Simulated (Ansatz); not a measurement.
# Data sheet: Al (DFT)

Al:
```cif
data_Al2
_chemical_formula_sum 'Al2'
_space_group_name_H-M_alt 'P 1'
_space_group_IT_number 1
_cell_length_a 4.24165
_cell_length_b 4.24165
_cell_length_c 4.24165
_cell_angle_alpha 60.000
_cell_angle_beta 60.000
_cell_angle_gamma 60.000
loop_
_space_group_symop_operation_xyz
  'x, y, z'
loop_
_atom_site_label
_atom_site_type_symbol
_atom_site_fract_x
_atom_site_fract_y
_atom_site_fract_z
_atom_site_occupancy
Al1 Al 0.00000 0.00000 0.00000 1
Al2 Al 0.25000 0.25000 0.25000 1
```

Space group Fd-3m (No. 227), diamond; conventional cell a = b = c = 5.9986 Å, α = β = γ = 90.00°.

Method: the program Ansatz at the PBEsol level (PAW). Structure relaxed to zero pressure with the same functional. Other levels are named where they apply.

### Cell and energy

```yaml
volume_per_atom: 26.98 Å³
density: 1.66 g/cm³
```

### Electronic structure

```yaml
electronic_character: metallic (no gap)
Density of states at the Fermi level: 0.78 states/eV per atom (mean over ±0.08 eV)
```

### Mechanics

```yaml
Bulk modulus (Birch–Murnaghan fit): 39.8 GPa
Pressure derivative B′: 4.0
Elastic constants (relaxed ions, GPa): C11 = 21.2, C12 = 49.1, C44 = -33.8
mechanical_stability: unstable (C has a negative eigenvalue)
```

### Phonons

```yaml
highest_zone_centre_frequency: 281 cm^-1
zone_centre_stability: no imaginary mode at Γ
```

The start of the workflow was typed in or built on a structure type; neither database checked (COD, Materials Project) lists it. It is not the phase usual at ambient conditions (space group No. 225). The PBEsol relaxation kept the symmetry of its start. As this level gives no gap, shear constants depend on the k-mesh and smearing (Fermi–Dirac, 0.1 eV here). As this level gives no gap, phonon frequencies hold no LO–TO term and depend on the k-mesh and smearing (Fermi–Dirac, 0.1 eV here).

Potentials: the later of the program's two PAW sets.
